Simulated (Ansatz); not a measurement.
Sr2CuBrO2 in space group R-3m (No. 166; Sr on 6c, Cu on 3b, Br on 3a, O on 6c) at seven volumes, r²SCAN (plane waves, PAW; program Ansatz), shape and atoms relaxed at each. One row is withheld.

```tsv
V (Å³/atom)	P (GPa)
20.269	6.27
20.937	?
21.605	1.74
22.274	0.00
22.942	-1.46
23.610	-2.69
24.278	-3.72
```

Question: Fit the shown pressures and predict the withheld one.

Answer: Third-order Birch–Murnaghan: P = (3/2)B₀(x^(7/2) − x^(5/2))[1 + (3/4)(B′ − 4)(x − 1)] with x = (V₀/V)^(2/3). Least squares on the six rows gives V₀ = 22.274 Å³/atom, B₀ = 53.03 GPa, B′ = 4.78. At V = 20.937, x = 1.0421 and P = 3.81 GPa. The run itself gave 3.81 GPa.

The first step of the workflow began from a Materials Project structure, measured or hypothetical; the Crystallography Open Database files this formula in space group No. 166, but the cells were not matched. Whether it is the stable phase at ambient conditions was not checked. The cell was relaxed with r²SCAN under the symmetry of its start; its stability against distortions is not shown here. No spin polarisation was allowed. No Hubbard U is applied.

Potentials: the later of the program's two PAW sets.
